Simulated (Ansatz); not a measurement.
BeS:
```yaml
crystal:
  lattice:
    - [3.44991, 0.00000, 0.00000]
    - [-1.72496, 2.98771, 0.00000]
    - [0.00000, 0.00000, 7.83182]
  atoms:
    - { symbol: Be, position: [0.00000, 0.50000, 0.33333] }
    - { symbol: Be, position: [0.50000, 0.50000, 0.66667] }
    - { symbol: Be, position: [0.50000, 0.00000, 0.00000] }
    - { symbol: S, position: [0.00000, 0.50000, 0.83333] }
    - { symbol: S, position: [0.50000, 0.50000, 0.16667] }
    - { symbol: S, position: [0.50000, 0.00000, 0.50000] }
```

Relaxed with r²SCAN.

Task: Give the Bader charges and basin volumes of the independent atoms, r²SCAN in the plane-wave PAW code Ansatz.

Result: 

```csv
atom,Bader charge (e),Bader volume (Å³)
Be1,+1.68,2.2
S4,-1.68,24.8
```

Space group P6_422. The start of the workflow was typed in or built on a structure type; neither database checked (COD, Materials Project) lists it. COD files the formula under space group No. 216. Whether it is the stable phase at ambient conditions was not checked. Symmetry was held in the r²SCAN relaxation; its stability against distortions is not shown here.

Potentials: the earlier of the program's two PAW sets. The files were generated under PBE; for other functionals the program regenerates the frozen cores, and for LDA and PBEsol the local potential too.
